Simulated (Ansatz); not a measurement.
CuI in space group P6_422 (No. 181; Cu on 3c, I on 3d), the program Ansatz at the r²SCAN level (PAW), all energies at zero smearing, with the estimated change up to a 700 eV cutoff added, with one set of potentials and settings (totals compare only within such a set). Cell of 6 atoms (3 Cu, 3 I): -42478.590 eV.

| element | reference phase | E (eV/atom) |
|---|---|---|
| Cu | Fm-3m, 1 atoms in the cell | -6631.2549 |
| I | Cmce, 4 atoms in the cell | -7528.1173 |

Formation energy per atom, worked out: (-42478.590 − 3×(-6631.2549) − 3×(-7528.1173))/6 = -0.079 eV/atom (-8 kJ per mol of atoms), at 0 K, without zero-point energy or fitted corrections.

The start of the workflow was typed in or built on a structure type; neither database checked (COD, Materials Project) lists it. It is not the phase usual at ambient conditions (space group No. 216). The cell was relaxed with r²SCAN under the symmetry of its start; its stability against distortions is not shown here. The workflow began spin-polarised and lost its moments. The references are the lowest solids computed at this level, not always the standard phases. Spin–orbit coupling is left out wherever it is not named.

Potentials: the earlier of the program's two PAW sets.
